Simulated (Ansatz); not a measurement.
NbAs:
```
NbAs
1.0
    3.18034     0.00000     0.00000
    0.00000     3.18034     0.00000
    0.00000     0.00000     3.18034
Nb As
1 1
Direct
  0.00000   0.00000   0.00000
  0.50000   0.50000   0.50000
```

Relaxed with PBEsol. Special points in fractions of this cell's reciprocal vectors: Γ (0.000, 0.000, 0.000); X (0.000, 0.500, 0.000); M (0.500, 0.500, 0.000); R (0.500, 0.500, 0.500).

Problem. List the band energies nearest the Fermi level at these points for the program Ansatz at the PBEsol level (PAW).

Solution. In eV from the Fermi level; about four levels below and three above (degenerate sets whole), none deeper than 8.9 eV; points with the same levels are listed once.

```tsv
k	below	above
Γ	-3.11 -3.11	0.22 0.22 0.22
X	-7.62 -2.41 -2.41 -2.17	1.92 3.21 5.68
M	-4.61 -4.61 -2.66 -0.18 -0.18	2.03 2.07 3.39
R	-6.44 -6.44 -6.44	3.53 3.53 3.60 3.60 3.60
```

Space group Pm-3m (CsCl type). The cell is a constructed one: a structure type filled with these elements; neither database checked (COD, Materials Project) lists it. COD files the formula under space group No. 109, so this cell is another polymorph or a model. Its standing as an ambient phase is unchecked. Symmetry was held in the PBEsol relaxation; of distortions, only those at the zone centre were tested. The run is not spin-polarised. Spin–orbit coupling is left out wherever it is not named.

Potentials: the later of the program's two PAW sets.
